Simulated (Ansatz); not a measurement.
The following input was run with Ansatz 0.2.0.

```yaml
crystal:
  lattice:
    - [4.689, 0.0, 0.0]
    - [0.0, 4.689, 0.0]
    - [0.0, 0.0, 4.689]
  atoms:
    - { symbol: Fe, position: [0.135, 0.135, 0.135], spin: 1.2 }
    - { symbol: Fe, position: [0.365, 0.865, 0.635], spin: 1.2 }
    - { symbol: Fe, position: [0.635, 0.365, 0.865], spin: 1.2 }
    - { symbol: Fe, position: [0.865, 0.635, 0.365], spin: 1.2 }
    - { symbol: Ge, position: [0.842, 0.842, 0.842] }
    - { symbol: Ge, position: [0.658, 0.158, 0.342] }
    - { symbol: Ge, position: [0.342, 0.658, 0.158] }
    - { symbol: Ge, position: [0.158, 0.342, 0.658] }
basis:
  ecutwfc: 420
kpoints:
  mp_grid: { grid: [8, 8, 8] }
hamiltonian:
  xc: pbesol
scf:
  occupations: { method: gaussian, width: 0.1 }
output:
  forces: true
  stress: true
  eigenvalues: true
  populations: true
magnetization:
  spin_polarized: true
relax:
  adjacent_minimum: "off"
  f_tol: 0.01
  max_steps: 40
```

Command:
```bash
ansatz run input.yaml --threads 2 --pin off --max-ram 5120MiB --backend cpu --events-out ev --progress --plain --runs-dir out
```

Level of theory: DFT PBEsol, scalar-relativistic, plane waves, PAW in Ansatz.

Abridged output:

```
Warning: output.stress: scf.convergence.dr2_threshold = 1e-7 eV (the SCF's general default) is looser than the 8e-10 eV advised for a printed stress (1e-10 eV for each atom of the cell: 8). ...
Pseudopotentials: kind: paw
Pseudopotential: Fe, paw, valence charge 16, recommended cutoff 420 eV (normal)
Pseudopotential: Ge, paw, valence charge 14, recommended cutoff 420 eV (normal)
Functional definition: PBEsol
Crystal: 8 atoms, lattice volume = 103.096 Å³
Basis set: ecut = 420 eV, 2007 PW (Γ), exchange–correlation on 64×64×64 points (8 copies of the dense FFT grid, shifted against one another)
Bands: 75, of which v1, the nominal top of the filled ones, is band 60 counted from 1 (59 counted from 0)
Symmetry: 12 space group operations
Space group: P213 (ITA 198), of the structure as read, at distance tolerance 4.7e-5 Å
Magnetic group: BNS 198.9 (UNI 1511), of the structure as read, at distance tolerance 4.7e-5 Å
k-points: 45 of 512 (time reversal used)
Initial density: superposition of atomic densities (chi_scale 0.1, normalization cell)
Starting moments: Σ|m| = 4.8 μB on 4 of 8 sites
Initial wavefunctions: pseudopotential atomic-orbital guess
Functional: x = pbesol(κ = 0.804, μ = 0.12345679), c = pbesol(β = 0.046)
SCF iter   1: F=—  HF=-34807.392306 eV  |F-HF|=—  |Δ(HF+E_count)|=         —  Δρ=4.30e-2 (↑3.20e-2 ↓4.30e-2) dr2=3.44e0  dr2_m=8.33e-2  M=4.186 μB ∫|m|=4.967 μB  β_m=0.30  ethr=2.85e-3  ⟨swp⟩=1.9  Hψ=28232  notcnv=0
Mixer restart at iter 1: flushing history
spin=Collinear: Kerker preconditioning applied to the charge; magnetization (m = ρ↑ − ρ↓) channel mixes plain (no charge-response kernel on spin).
SCF iter   2: F=—  HF=-34806.844765 eV  |F-HF|=—  |Δ(HF+E_count)|=   5.48e-1  Δρ=1.94e-2 (↑1.59e-2 ↓1.94e-2) dr2=1.11e0  dr2_m=7.47e-2  M=4.231 μB ∫|m|=5.069 μB  β_m=0.37  ethr=2.85e-3  ⟨swp⟩=2.0  Hψ=9126  notcnv=0
SCF iter   3: F=—  HF=-34808.597000 eV  |F-HF|=—  |Δ(HF+E_count)|=    1.75e0  Δρ=1.57e-2 (↑1.57e-2 ↓1.34e-2) dr2=1.13e0  dr2_m=4.02e-2  M=4.226 μB ∫|m|=5.113 μB  β_m=0.64  ethr=9.24e-4  ⟨swp⟩=2.0  Hψ=8465  notcnv=0  defer=618
SCF iter   4: F=—  HF=-34810.884155 eV  |F-HF|=—  |Δ(HF+E_count)|=    2.29e0  Δρ=9.45e-3 (↑9.45e-3 ↓7.87e-3) dr2=5.65e-1  dr2_m=1.47e-3  M=4.195 μB ∫|m|=5.175 μB  β_m=0.81  ethr=9.24e-4  ⟨swp⟩=3.0  Hψ=10145  notcnv=0  defer=618
SCF iter   5: F=—  HF=-34810.668406 eV  |F-HF|=—  |Δ(HF+E_count)|=   2.16e-1  Δρ=1.07e-2 (↑1.07e-2 ↓9.44e-3) dr2=3.38e-1  dr2_m=6.46e-4  M=4.174 μB ∫|m|=5.183 μB  β_m=0.88  ethr=4.71e-4  ⟨swp⟩=2.1  Hψ=10673  notcnv=0  defer=602
SCF iter   6: F=—  HF=-34810.800860 eV  |F-HF|=—  |Δ(HF+E_count)|=   1.32e-1  Δρ=8.83e-3 (↑8.83e-3 ↓8.31e-3) dr2=2.59e-1  dr2_m=1.18e-4  M=4.190 μB ∫|m|=5.201 μB  β_m=0.94  ethr=2.82e-4  ⟨swp⟩=2.5  Hψ=9755  notcnv=0  defer=602
SCF iter   7: F=—  HF=-34810.795742 eV  |F-HF|=—  |Δ(HF+E_count)|=         —  Δρ=2.90e-3 (↑2.07e-3 ↓2.90e-3) dr2=2.39e-2  dr2_m=1.73e-4  M=4.220 μB ∫|m|=5.246 μB  β_m=0.94  ethr=2.15e-4  ⟨swp⟩=2.0  Hψ=8660  notcnv=0  defer=602
Mixer restart at iter 7: flushing history
SCF iter   8: F=—  HF=-34810.801252 eV  |F-HF|=—  |Δ(HF+E_count)|=         —  Δρ=4.15e-3 (↑4.15e-3 ↓2.17e-3) dr2=2.16e-2  dr2_m=1.02e-3  M=4.248 μB ∫|m|=5.288 μB  β_m=0.94  ethr=1.99e-5  ⟨swp⟩=2.0  Hψ=13772  notcnv=0  defer=604
Mixer restart at iter 8: flushing history
SCF iter   9: F=—  HF=-34810.811416 eV  |F-HF|=—  |Δ(HF+E_count)|=   1.02e-2  Δρ=5.62e-3 (↑5.62e-3 ↓3.69e-3) dr2=5.77e-2  dr2_m=9.25e-4  M=4.216 μB ∫|m|=5.249 μB  β_m=0.66  ethr=1.80e-5  ⟨swp⟩=2.0  Hψ=13100  notcnv=0  defer=604  recentre
SCF iter  10: F=—  HF=-34810.795224 eV  |F-HF|=—  |Δ(HF+E_count)|=   1.62e-2  Δρ=1.09e-3 (↑1.09e-3 ↓6.05e-4) dr2=1.52e-3  dr2_m=5.97e-5  M=4.237 μB ∫|m|=5.276 μB  β_m=0.83  ethr=1.80e-5  ⟨swp⟩=2.0  Hψ=12944  notcnv=0  defer=604
SCF iter  11: F=—  HF=-34810.795026 eV  |F-HF|=—  |Δ(HF+E_count)|=   1.98e-4  Δρ=2.73e-4 (↑2.73e-4 ↓1.44e-4) dr2=1.12e-4  dr2_m=4.27e-6  M=4.235 μB ∫|m|=5.274 μB  β_m=0.89  ethr=1.27e-6  ⟨swp⟩=2.1  Hψ=9400  notcnv=0  defer=602
SCF iter  12: F=—  HF=-34810.795018 eV  |F-HF|=—  |Δ(HF+E_count)|=   8.07e-6  Δρ=4.03e-5 (↑4.03e-5 ↓3.32e-5) dr2=5.02e-6  dr2_m=1.79e-8  M=4.234 μB ∫|m|=5.273 μB  β_m=0.75  ethr=9.36e-8  ⟨swp⟩=3.0  Hψ=12314  notcnv=0  defer=602
SCF iter  13: F=—  HF=-34810.795016 eV  |F-HF|=—  |Δ(HF+E_count)|=   2.45e-6  Δρ=5.91e-6 (↑5.24e-6 ↓5.91e-6) dr2=4.13e-8  dr2_m=1.26e-9  M=4.234 μB ∫|m|=5.273 μB  β_m=0.79  ethr=4.19e-9  ⟨swp⟩=2.0  Hψ=10734  notcnv=0  defer=602
SCF iter  14: F=-34810.795016 eV  HF=-34810.795016 eV  |F-HF|=5.08e-9  |Δ(HF+E_count)|=   4.53e-8  Δρ=2.50e-6 (↑1.51e-6 ↓2.50e-6) dr2=1.05e-8  dr2_m=8.48e-10  M=4.234 μB ∫|m|=5.273 μB  ethr=3.44e-11  ⟨swp⟩=6.3  Hψ=26135  notcnv=0
SCF 1 converged in 14 iterations: F = -34810.795016 eV  dr2 = 1.05e-8
relax step   1: F+E_penalty+E_count = -34810.79501554 eV  Δ(F+E_penalty+E_count) = +0.000e0 eV  max|allowed force component| = 8.166e-2 eV/Å  Δτ_max = 0.0000 Å  (14 SCF iters, dr2 threshold 2.50e-6 eV, accepted)
Initial density: handed on by an earlier stage of this run
Starting moments: Σ|m| = 4.8 μB on 4 of 8 sites; this step starts from the density that it was given
Initial wavefunctions: those handed on with the density
SCF iter   1: F=—  HF=-34810.799495 eV  |F-HF|=—  |Δ(HF+E_count)|=         —  Δρ=9.80e-4 (↑6.57e-4 ↓9.80e-4) dr2=8.79e-4  dr2_m=2.45e-4  M=4.225 μB ∫|m|=5.263 μB  β_m=0.65  ethr=7.46e-7  ⟨swp⟩=2.0  Hψ=18213  notcnv=0  defer=604
spin=Collinear: Kerker preconditioning applied to the charge; magnetization (m = ρ↑ − ρ↓) channel mixes plain (no charge-response kernel on spin).
SCF iter   2: F=—  HF=-34810.799372 eV  |F-HF|=—  |Δ(HF+E_count)|=   1.23e-4  Δρ=3.64e-4 (↑2.46e-4 ↓3.64e-4) dr2=2.08e-4  dr2_m=3.11e-5  M=4.226 μB ∫|m|=5.264 μB  β_m=0.63  ethr=7.33e-7  ⟨swp⟩=2.4  Hψ=10125  notcnv=0  defer=604
SCF iter   3: F=—  HF=-34810.799365 eV  |F-HF|=—  |Δ(HF+E_count)|=   7.17e-6  Δρ=1.48e-4 (↑1.48e-4 ↓8.49e-5) dr2=3.56e-5  dr2_m=4.13e-6  M=4.224 μB ∫|m|=5.261 μB  β_m=0.60  ethr=1.73e-7  ⟨swp⟩=2.1  Hψ=11429  notcnv=0  defer=604
SCF iter   4: F=—  HF=-34810.799349 eV  |F-HF|=—  |Δ(HF+E_count)|=   1.65e-5  Δρ=5.75e-5 (↑4.19e-5 ↓5.75e-5) dr2=9.47e-6  dr2_m=2.23e-7  M=4.225 μB ∫|m|=5.262 μB  β_m=0.69  ethr=2.97e-8  ⟨swp⟩=2.0  Hψ=11311  notcnv=0  defer=604
SCF iter   5: F=—  HF=-34810.799350 eV  |F-HF|=—  |Δ(HF+E_count)|=   1.08e-6  Δρ=1.80e-5 (↑1.10e-5 ↓1.80e-5) dr2=1.27e-6  dr2_m=3.70e-8  M=4.225 μB ∫|m|=5.261 μB  β_m=0.84  ethr=7.89e-9  ⟨swp⟩=2.0  Hψ=8778  notcnv=0  defer=604
SCF iter   6: F=—  HF=-34810.799350 eV  |F-HF|=—  |Δ(HF+E_count)|=   1.79e-8  Δρ=5.67e-6 (↑5.67e-6 ↓3.70e-6) dr2=4.84e-8  dr2_m=3.78e-9  M=4.224 μB ∫|m|=5.261 μB  β_m=0.82  ethr=1.06e-9  ⟨swp⟩=2.3  Hψ=10712  notcnv=0  defer=604
SCF iter   7: F=-34810.799349 eV  HF=-34810.799350 eV  |F-HF|=2.38e-7  |Δ(HF+E_count)|=   3.71e-9  Δρ=8.96e-6 (↑8.96e-6 ↓8.78e-6) dr2=2.56e-7  dr2_m=6.94e-11  M=4.224 μB ∫|m|=5.261 μB  ethr=4.03e-11  ⟨swp⟩=5.3  Hψ=22239  notcnv=0
SCF 2 converged in 7 iterations: F = -34810.799349 eV  dr2 = 2.56e-7
relax step   2: F+E_penalty+E_count = -34810.79934938 eV  Δ(F+E_penalty+E_count) = -4.334e-3 eV  max|allowed force component| = 5.353e-2 eV/Å  Δτ_max = 0.0075 Å  (7 SCF iters, dr2 threshold 4.17e-7 eV, accepted)
SCF iter   1: F=—  HF=-34810.802942 eV  |F-HF|=—  |Δ(HF+E_count)|=         —  Δρ=1.84e-3 (↑1.23e-3 ↓1.84e-3) dr2=3.14e-3  dr2_m=8.61e-4  M=4.208 μB ∫|m|=5.242 μB  β_m=0.65  ethr=2.52e-5  ⟨swp⟩=2.2  Hψ=11483  notcnv=0  defer=604
spin=Collinear: Kerker preconditioning applied to the charge; magnetization (m = ρ↑ − ρ↓) channel mixes plain (no charge-response kernel on spin).
SCF iter   2: F=—  HF=-34810.802537 eV  |F-HF|=—  |Δ(HF+E_count)|=   4.05e-4  Δρ=6.84e-4 (↑4.63e-4 ↓6.84e-4) dr2=7.29e-4  dr2_m=1.10e-4  M=4.210 μB ∫|m|=5.244 μB  β_m=0.62  ethr=2.62e-6  ⟨swp⟩=2.4  Hψ=12843  notcnv=0  defer=604
SCF iter   3: F=—  HF=-34810.802517 eV  |F-HF|=—  |Δ(HF+E_count)|=   2.03e-5  Δρ=2.74e-4 (↑2.74e-4 ↓1.61e-4) dr2=1.28e-4  dr2_m=1.40e-5  M=4.208 μB ∫|m|=5.240 μB  β_m=0.60  ethr=6.08e-7  ⟨swp⟩=2.2  Hψ=11446  notcnv=0  defer=604
SCF iter   4: F=—  HF=-34810.802459 eV  |F-HF|=—  |Δ(HF+E_count)|=   5.83e-5  Δρ=1.09e-4 (↑7.90e-5 ↓1.09e-4) dr2=3.38e-5  dr2_m=7.84e-7  M=4.209 μB ∫|m|=5.240 μB  β_m=0.69  ethr=1.06e-7  ⟨swp⟩=2.0  Hψ=10543  notcnv=0  defer=604
SCF iter   5: F=—  HF=-34810.802463 eV  |F-HF|=—  |Δ(HF+E_count)|=   4.49e-6  Δρ=3.44e-5 (↑2.06e-5 ↓3.44e-5) dr2=4.59e-6  dr2_m=1.35e-7  M=4.208 μB ∫|m|=5.239 μB  β_m=0.85  ethr=2.82e-8  ⟨swp⟩=2.0  Hψ=8815  notcnv=0  defer=604
SCF iter   6: F=—  HF=-34810.802463 eV  |F-HF|=—  |Δ(HF+E_count)|=   2.02e-7  Δρ=1.01e-5 (↑1.01e-5 ↓7.51e-6) dr2=1.87e-7  dr2_m=1.24e-8  M=4.208 μB ∫|m|=5.239 μB  β_m=0.80  ethr=3.82e-9  ⟨swp⟩=2.0  Hψ=10655  notcnv=0  defer=604
SCF iter   7: F=—  HF=-34810.802463 eV  |F-HF|=—  |Δ(HF+E_count)|=   2.14e-7  Δρ=8.34e-6 (↑8.34e-6 ↓5.21e-6) dr2=1.02e-7  dr2_m=3.41e-9  M=4.208 μB ∫|m|=5.239 μB  β_m=0.79  ethr=1.56e-10  ⟨swp⟩=2.0  Hψ=10732  notcnv=0  defer=604
SCF iter   8: F=—  HF=-34810.802463 eV  |F-HF|=—  |Δ(HF+E_count)|=   1.37e-8  Δρ=2.22e-6 (↑2.21e-6 ↓2.22e-6) dr2=1.52e-8  dr2_m=7.19e-12  M=4.208 μB ∫|m|=5.239 μB  β_m=0.89  ethr=8.46e-11  ⟨swp⟩=2.0  Hψ=10739  notcnv=0  defer=604
SCF iter   9: F=-34810.802463 eV  HF=-34810.802463 eV  |F-HF|=3.95e-8  |Δ(HF+E_count)|=   2.74e-8  Δρ=3.51e-6 (↑2.76e-6 ↓3.51e-6) dr2=4.24e-8  dr2_m=1.43e-10  M=4.208 μB ∫|m|=5.239 μB  ethr=1.27e-11  ⟨swp⟩=6.6  Hψ=25180  notcnv=0
SCF 3 converged in 9 iterations: F = -34810.802463 eV  dr2 = 4.24e-8
relax step   3: F+E_penalty+E_count = -34810.80246310 eV  Δ(F+E_penalty+E_count) = -3.114e-3 eV  max|allowed force component| = 1.755e-3 eV/Å  Δτ_max = 0.0142 Å  (9 SCF iters, dr2 threshold 1.79e-7 eV, accepted)
SCF iter   1: F=—  HF=-34810.802463 eV  |F-HF|=—  |Δ(HF+E_count)|=         —  Δρ=8.40e-7 (↑4.54e-7 ↓8.40e-7) dr2=1.74e-9  dr2_m=4.38e-11  M=4.208 μB ∫|m|=5.239 μB  β_m=0.65  ethr=1.44e-12  ⟨swp⟩=2.8  Hψ=21419  notcnv=0
spin=Collinear: Kerker preconditioning applied to the charge; magnetization (m = ρ↑ − ρ↓) channel mixes plain (no charge-response kernel on spin).
SCF iter   2: F=-34810.802463 eV  HF=-34810.802463 eV  |F-HF|=1.01e-8  |Δ(HF+E_count)|=   4.92e-9  Δρ=1.81e-6 (↑1.14e-6 ↓1.81e-6) dr2=1.13e-8  dr2_m=1.19e-10  M=4.208 μB ∫|m|=5.239 μB  ethr=1.44e-12  ⟨swp⟩=1.0  Hψ=18927  notcnv=0
SCF 4 converged in 2 iterations: F = -34810.802463 eV  dr2 = 1.13e-8
relax step   4: F+E_penalty+E_count = -34810.80246313 eV  Δ(F+E_penalty+E_count) = -2.562e-8 eV  max|allowed force component| = 1.759e-3 eV/Å  Δτ_max = 0.0000 Å  (2 SCF iters, accepted)
SCF converged after 2 iterations
Magnetization: 4.2077 μB (62.1039 up, 57.8961 down)
Absolute magnetization: 5.2392 μB (∫|ρ↑−ρ↓|, with the PAW one-centre terms)
Spin contamination: 0.1078 ħ² per cell (⟨S²⟩ above its minimum at these occupations)
Per-site moments (μB) at R_I (Å): [(1.15492864, 0.97653116), (1.15492864, 0.97653116), (1.15492864, 0.97653116), (1.15492864, 0.97653116), (-0.05241185, 0.97653116), (-0.05241185, 0.97653116), (-0.05241185, 0.97653116), (-0.05241185, 0.97653116)]
Free energy (F): -34810.802463 eV
Harris-Foulkes:  -34810.802463 eV  (|F-HF|=1.01e-8)
Internal energy: -34810.767427 eV  (E = F + TS)
E sigma→0 (E₀):  -34810.784945 eV
Entropy (-TS):   -0.035036 eV (-4.379 meV/atom)
Fermi energy:    16.600291 eV
--- Per-component energies (eV) ---
  E_band       = -1115.172766
  E_kinetic    = 1868.746089
  E_local      = -16412.281296  (includes V_loc(G=0)·N_el)
  E_nonlocal   = 2560.615841
  E_hartree    = 7094.662811
  E_xc         = -774.720186
  E_vxc        = -873.288365  (∫ρ·V_xc dr)
  E_paw        = -13259.170235  (= ΣΔE_a)
  E_vpaw       = -2448.304994  (= ΣTr[D̂ρ^β])
  E_aug_tail   = 0.004256  (compensation charges beyond the density's cutoff)
  E_ewald      = -15893.013259
  E_core_change = 4.388552  (= ΣΔE_core)
  E_smearing   = -0.035036  (= −TS)
--- Forces (eV/Å), atoms counted from 1 ---
  atom   1  Fe     0.00175916     0.00175916     0.00175916
  atom   2  Fe    -0.00175916    -0.00175916     0.00175916
  atom   3  Fe     0.00175916    -0.00175916    -0.00175916
  atom   4  Fe    -0.00175916     0.00175916    -0.00175916
  atom   5  Ge    -0.00163423    -0.00163423    -0.00163423
  atom   6  Ge     0.00163423     0.00163423    -0.00163423
  atom   7  Ge    -0.00163423     0.00163423     0.00163423
  atom   8  Ge     0.00163423    -0.00163423     0.00163423
--- Stress (GPa, compression-positive) ---
       -9.443317       0.000000       0.000000
        0.000000      -9.443317       0.000000
        0.000000       0.000000      -9.443317
  P = ⅓ Tr σ = -9.4433 GPa (-94.433 kbar)
--- Band table (eV; the first three rows and the last of 90) ---
  k-point 0 ↑: bands = ["-70.4697", "-70.4604", "-70.4604", "-70.4604", "-36.7145", "-36.7145", "-36.7145", "-36.6901", "-36.6901", "-36.6901", "-36.6829", "-36.6829", "-36.6590", "-36.6590", "-36.6590", "-36.6438", "-8.0016", "-8.0016", "-8.0016", "-7.9648", "-7.9648", "-7.9648", "-7.9429", "-7.9429", "-7.9429", "-7.9196", "-7.9196", "-7.9145", "-7.8934", "-7.8934", "-7.8934", "-7.8881", "-7.8881", "-7.8684", "-7.8684", "-7.8684", "3.3537", "8.1922", "8.1922", "8.1922", "11.6850", "11.6850", "11.6850", "13.2060", "13.2060", "13.2060", "13.5701", "13.7813", "13.7813", "13.9499", "13.9499", "13.9499", "14.5877", "14.5877", "14.5877", "15.7510", "15.7510", "15.7529", "15.7529", "15.7529", "16. ...
  k-point 1 ↑: bands = ["-70.4694", "-70.4615", "-70.4603", "-70.4597", "-36.7195", "-36.7157", "-36.7084", "-36.6942", "-36.6916", "-36.6847", "-36.6821", "-36.6817", "-36.6596", "-36.6593", "-36.6591", "-36.6447", "-8.0027", "-8.0010", "-8.0009", "-7.9668", "-7.9638", "-7.9598", "-7.9479", "-7.9445", "-7.9366", "-7.9223", "-7.9201", "-7.9118", "-7.8997", "-7.8985", "-7.8908", "-7.8898", "-7.8859", "-7.8737", "-7.8648", "-7.8620", "3.4582", "7.4956", "8.2573", "8.7081", "11.2409", "11.7549", "12.2367", "12.6356", "12.9522", "13.5447", "13.7454", "13.7865", "13.8676", "13.9521", "13.9899", "14.0099", "14.4658", "14.5816", "14.7450", "15.6189", "15.6305", "15.7245", "15.7580", "15.9267", "16. ...
  k-point 2 ↑: bands = ["-70.4686", "-70.4628", "-70.4601", "-70.4593", "-36.7229", "-36.7186", "-36.7028", "-36.6956", "-36.6946", "-36.6812", "-36.6790", "-36.6788", "-36.6607", "-36.6598", "-36.6592", "-36.6473", "-8.0034", "-7.9995", "-7.9993", "-7.9730", "-7.9580", "-7.9551", "-7.9465", "-7.9465", "-7.9301", "-7.9296", "-7.9215", "-7.9087", "-7.9069", "-7.9029", "-7.8962", "-7.8887", "-7.8856", "-7.8785", "-7.8582", "-7.8558", "3.7685", "6.6505", "8.4443", "9.0602", "11.0327", "11.9160", "12.1611", "12.4926", "12.7559", "13.3816", "13.8340", "13.9165", "13.9667", "14.0527", "14.0724", "14.1504", "14.5215", "14.5338", "14.8256", "15.3636", "15.5469", "15.6605", "15.7824", "15.9166", "16. ...
  k-point 44 ↓: bands = ["-69.1365", "-69.1365", "-69.1365", "-69.1365", "-35.4284", "-35.4284", "-35.4284", "-35.4284", "-35.3876", "-35.3876", "-35.3876", "-35.3876", "-35.3505", "-35.3505", "-35.3505", "-35.3505", "-7.9956", "-7.9956", "-7.9956", "-7.9956", "-7.9907", "-7.9907", "-7.9907", "-7.9907", "-7.9260", "-7.9260", "-7.9260", "-7.9260", "-7.9206", "-7.9206", "-7.9206", "-7.9206", "-7.8867", "-7.8867", "-7.8867", "-7.8867", "6.9707", "6.9707", "6.9707", "6.9707", "10.3883", "10.3883", "10.3883", "10.3883", "14.6869", "14.6869", "14.6869", "14.6869", "14.8355", "14.8355", "14.8355", "14.8355", "16.3307", "16.3307", "16.3307", "16.3307", "16.4682", "16.4682", "16.4682", "16.4682", "17 ...
--- Relaxed structure (4 steps of the walk, 4 accepted, 0 SCFs on fresh bases) ---
  F+E_penalty+E_count = -34810.80246313 eV   max|allowed force component| = 1.759e-3 eV/Å
  atoms:
    - { symbol: Fe, position: [0.13233457, 0.13233457, 0.13233457] }
    - { symbol: Fe, position: [0.36766542, 0.86766542, 0.63233457] }
    - { symbol: Fe, position: [0.63233457, 0.36766542, 0.86766542] }
    - { symbol: Fe, position: [0.86766542, 0.63233457, 0.36766542] }
    - { symbol: Ge, position: [0.84084616, 0.84084616, 0.84084616] }
    - { symbol: Ge, position: [0.65915383, 0.15915383, 0.34084616] }
    - { symbol: Ge, position: [0.34084616, 0.65915383, 0.15915383] }
    - { symbol: Ge, position: [0.15915383, 0.34084616, 0.65915383] }
--- Löwdin populations: 8 sites ---
  site symbol q [e]    m [muB]
     0     Fe     15.6237     1.1880
     1     Fe     15.6237     1.1880
     2     Fe     15.6237     1.1880
     3     Fe     15.6237     1.1880
     4     Ge     14.1969    -0.1181
     5     Ge     14.1969    -0.1181
     6     Ge     14.1969    -0.1181
     7     Ge     14.1969    -0.1181
  spilling = 0.005979 (of n_electrons = 120.000000)
```

The relaxation met its thresholds.

It took 2.6 min on 2 threads of AMD EPYC 7R43 64-Core Processor (Zen 3) (shared host), peak memory 0.82 GiB.

Only parallel moments were tried here.